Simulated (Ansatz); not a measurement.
**Zn$_{15}$Se$_{16}$: course of a relaxation**

All numbers below come from Ansatz, DFT PBE, scalar-relativistic, plane waves, PAW. (420 eV cutoff, 2×2×2 k-mesh, shifted by half a step, Gaussian smearing of 0.02 eV, no spin polarisation)

What was changed: Zn after trading places with the vacancy, charge -2, atoms relaxed.

In a supercell of 31 atoms the defect feels its periodic images.

Spin polarisation was left out.

Command:

```bash
ansatz run input.yaml --threads 8 --pin off --max-ram 20480MiB --backend cpu --events-out ev --progress --plain --runs-dir out
```

Input:

```yaml
crystal:
  lattice:
    - [-5.7317611784, -5.7317611784, 5.7317611784]
    - [5.7317611784, 5.7317611784, 5.7317611784]
    - [-5.7317611784, 5.7317611784, -5.7317611784]
  atoms:
    - { symbol: Zn, position: [0.25, 0.75, 0.0] }
    - { symbol: Zn, position: [0.5, 0.5, 0.0] }
    - { symbol: Zn, position: [0.75, 0.5, 0.75] }
    - { symbol: Zn, position: [0.5, 0.75, 0.75] }
    - { symbol: Zn, position: [0.25, 0.0, 0.75] }
    - { symbol: Zn, position: [0.0, 0.5, 0.5] }
    - { symbol: Zn, position: [0.75, 0.75, 0.5] }
    - { symbol: Zn, position: [0.5, 0.0, 0.5] }
    - { symbol: Zn, position: [0.25, 0.25, 0.5] }
    - { symbol: Zn, position: [0.0, 0.75, 0.25] }
    - { symbol: Zn, position: [0.75, 0.0, 0.25] }
    - { symbol: Zn, position: [0.5, 0.25, 0.25] }
    - { symbol: Zn, position: [0.0, 0.0, 0.0] }
    - { symbol: Zn, position: [0.75, 0.25, 0.0] }
    - { symbol: Zn, position: [0.0, 0.25, 0.75] }
    - { symbol: Se, position: [0.0, 0.25, 0.0] }
    - { symbol: Se, position: [0.25, 0.25, 0.75] }
    - { symbol: Se, position: [0.0, 0.5, 0.75] }
    - { symbol: Se, position: [0.5, 0.25, 0.5] }
    - { symbol: Se, position: [0.25, 0.5, 0.5] }
    - { symbol: Se, position: [0.0, 0.75, 0.5] }
    - { symbol: Se, position: [0.75, 0.25, 0.25] }
    - { symbol: Se, position: [0.5, 0.5, 0.25] }
    - { symbol: Se, position: [0.25, 0.75, 0.25] }
    - { symbol: Se, position: [0.0, 0.0, 0.25] }
    - { symbol: Se, position: [0.75, 0.5, 0.0] }
    - { symbol: Se, position: [0.5, 0.75, 0.0] }
    - { symbol: Se, position: [0.25, 0.0, 0.0] }
    - { symbol: Se, position: [0.75, 0.75, 0.75] }
    - { symbol: Se, position: [0.5, 0.0, 0.75] }
    - { symbol: Se, position: [0.75, 0.0, 0.5] }
total_charge: -2
basis:
  ecutwfc: 420
  xc_grid: 2
kpoints:
  mp_grid: { grid: [2, 2, 2], shift: [0.5, 0.5, 0.5] }
hamiltonian:
  xc: pbe
scf:
  occupations: { method: gaussian, width: 0.02 }
output:
  forces: true
  stress: false
  eigenvalues: true
  write_density: true
  write_potential: true
  elf: true
  volumetric_format: npy
relax:
  adjacent_minimum: "off"
  f_tol: 0.02
  max_steps: 60
```

F is the free energy.

Steps:

```tsv
step	F − F(1) (eV)	largest force component (eV/Å)
1	0.0000	0.387
2	-0.2956	0.161
3	-0.3246	0.025
4	-0.3265	0.009
```

Relaxed structure:

```cif
data_structure
_symmetry_space_group_name_H-M 'P 1'
_symmetry_Int_Tables_number 1
_cell_length_a 9.9277
_cell_length_b 9.9277
_cell_length_c 9.9277
_cell_angle_alpha 109.471
_cell_angle_beta 109.471
_cell_angle_gamma 109.471
_cell_volume 753.22
loop_
_atom_site_label
_atom_site_type_symbol
_atom_site_fract_x
_atom_site_fract_y
_atom_site_fract_z
_atom_site_occupancy
Zn1 Zn 0.25000 0.75374 0.01127 1
Zn2 Zn 0.50374 0.50000 0.01127 1
Zn3 Zn 0.75000 0.50000 0.75000 1
Zn4 Zn 0.48873 0.73873 0.74247 1
Zn5 Zn 0.25000 0.00000 0.75000 1
Zn6 Zn 0.01127 0.50000 0.50374 1
Zn7 Zn 0.74247 0.73873 0.48873 1
Zn8 Zn 0.48873 0.99247 0.48873 1
Zn9 Zn 0.25000 0.26127 0.50374 1
Zn10 Zn 0.01127 0.75374 0.25000 1
Zn11 Zn 0.75000 0.00000 0.25000 1
Zn12 Zn 0.50374 0.26127 0.25000 1
Zn13 Zn 0.99626 0.00753 0.99626 1
Zn14 Zn 0.75753 0.24626 0.99626 1
Zn15 Zn 0.99626 0.24626 0.75753 1
Se1 Se 0.01165 0.26165 0.01165 1
Se2 Se 0.25000 0.25099 0.75199 1
Se3 Se 0.00099 0.50000 0.75199 1
Se4 Se 0.49901 0.25100 0.49901 1
Se5 Se 0.25000 0.50000 0.48835 1
Se6 Se 0.00100 0.74901 0.49901 1
Se7 Se 0.75199 0.25099 0.25000 1
Se8 Se 0.48835 0.50000 0.25000 1
Se9 Se 0.25000 0.73835 0.25000 1
Se10 Se 0.00099 0.00199 0.25000 1
Se11 Se 0.75199 0.50000 0.00099 1
Se12 Se 0.49901 0.74901 0.00100 1
Se13 Se 0.25000 0.00199 0.00099 1
Se14 Se 0.74801 0.74900 0.74801 1
Se15 Se 0.49900 0.99801 0.74801 1
Se16 Se 0.74801 0.99801 0.49900 1
```

The run converged. The run took 30 s on 8 threads of Intel(R) Xeon(R) Platinum 8488C (Sapphire Rapids), on a shared host, peak memory 2.3 GiB.